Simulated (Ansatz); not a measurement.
TaAg:
```yaml
crystal:
  lattice:
    - [4.73577, 0.00000, 0.00000]
    - [0.00000, 2.76739, 0.00000]
    - [0.00000, 0.00000, 5.28025]
  atoms:
    - { symbol: Ag, position: [0.25000, 0.00000, 0.85431] }
    - { symbol: Ag, position: [0.75000, 0.00000, 0.14569] }
    - { symbol: Ta, position: [0.25000, 0.50000, 0.35101] }
    - { symbol: Ta, position: [0.75000, 0.50000, 0.64899] }
```

Relaxed with r²SCAN. Special points in fractions of this cell's reciprocal vectors: Γ (0.000, 0.000, 0.000); X (0.500, 0.000, 0.000); S (0.500, 0.500, 0.000); Y (0.000, 0.500, 0.000); Z (0.000, 0.000, 0.500); U (0.500, 0.000, 0.500); R (0.500, 0.500, 0.500); T (0.000, 0.500, 0.500).

List the band energies nearest the Fermi level at these points for plane-wave PAW r²SCAN (Ansatz code).

In eV from the Fermi level; about four levels below and three above (degenerate sets whole), none deeper than 8.9 eV; points with the same levels are listed once.

```
k                    below                above
-  -----------------------  -------------------
Γ  -1.90 -1.61 -1.19 -0.07       1.98 3.17 3.44
X  -1.93 -1.93 -1.07 -1.07  0.06 0.06 3.21 3.21
S  -0.94 -0.94 -0.21 -0.21  3.80 3.80 4.36 4.36
Y  -2.12 -1.06 -0.94 -0.01       0.22 1.22 2.61
Z  -2.18 -1.82 -1.43 -1.14       1.57 3.39 3.65
U  -1.62 -1.62 -0.09 -0.09  3.14 3.14 3.63 3.63
R  -0.23 -0.23 -0.14 -0.14  0.92 0.92 2.65 2.65
T  -1.20 -1.11 -1.07 -0.16       0.29 1.91 2.03
```

Space group Pmma. The start of the workflow was typed in or built on a structure type; neither database checked (COD, Materials Project) lists it. Its standing as an ambient phase is unchecked. The r²SCAN relaxation kept the symmetry of its start; its stability against distortions is not shown here. No spin polarisation was allowed. Its formation energy is positive at this level, so the cell may be metastable or incomplete. Spin–orbit coupling is left out wherever it is not named.

Potentials: the later of the program's two PAW sets.
